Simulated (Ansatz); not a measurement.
BN (wurtzite)

```
BN
1.0
    5.08794     0.00000     0.00000
   -1.27198     2.20314     0.00000
    2.54397     0.00000     4.20774
B N
4 4
Cartesian
  6.35992   0.73438   4.20732
  3.81595   0.73438   4.20732
  5.08794   1.46876   2.10345
  2.54397   1.46876   2.10345
  1.27198   0.73438   2.63110
  3.81595   0.73438   2.63110
  0.00000   1.46876   0.52723
  2.54397   1.46876   0.52723
```

A phonon eigenvector at L = (0.5, 0.0, 0.5) is frozen into this cell: atom i moves by Q times the vector below, so Q is the largest atomic displacement, in Å. The cell is held. It is one choice among 2 degenerate patterns. (q is in reciprocal vectors of the primitive cell; the cell shown is doubled to hold the pattern.)

| atom | x | y | z |
|---|---|---|---|
| B1 | 0.500 | -0.866 | 0.000 |
| B2 | -0.500 | 0.866 | 0.000 |
| B3 | 0.263 | -0.455 | 0.000 |
| B4 | -0.263 | 0.455 | 0.000 |
| N5 | -0.364 | 0.630 | 0.000 |
| N6 | 0.364 | -0.630 | 0.000 |
| N7 | 0.259 | -0.448 | 0.000 |
| N8 | -0.259 | 0.448 | 0.000 |

Computed with r2SCAN (plane waves to 500 eV, PAW, scalar-relativistic; Ansatz, a program for electronic structure). k mesh 15×15×15 (Γ-centred), Fermi-Dirac smearing 0.05 eV. The energy includes the smearing's −TS. Compression counts positive. BN was relaxed with its symmetry unable to fall. The zero of ΔE is the undisplaced structure.

```tsv
Q (Å)	ΔE (eV/cell)	P (GPa)	−dE/dQ from forces (eV/Å)
-0.280	___	53.7	48.762
-0.233	___	37.0	39.895
-0.187	2.892	23.5	31.445
-0.140	1.615	___	23.288
-0.093	0.714	5.8	15.370
-0.047	0.178	1.4	7.636
0.000	0.000	0.0	0.000
0.047	0.178	1.4	-7.636
0.093	0.714	5.8	-15.370
0.140	1.615	___	-23.288
0.187	2.892	23.5	-31.445
0.233	___	37.0	-39.895
0.280	___	53.7	-48.762
```

**Question.** What belongs in the gaps?

**Answer.** 
- -0.280, ΔE (eV/cell): 6.621
- -0.233, ΔE (eV/cell): 4.555
- -0.140, P (GPa): 13.1
- 0.140, P (GPa): 13.1
- 0.233, ΔE (eV/cell): 4.555
- 0.280, ΔE (eV/cell): 6.621

(A displaced cell: forces are minus the slopes of the energy, force constants its curvatures, and phonons follow from these.)
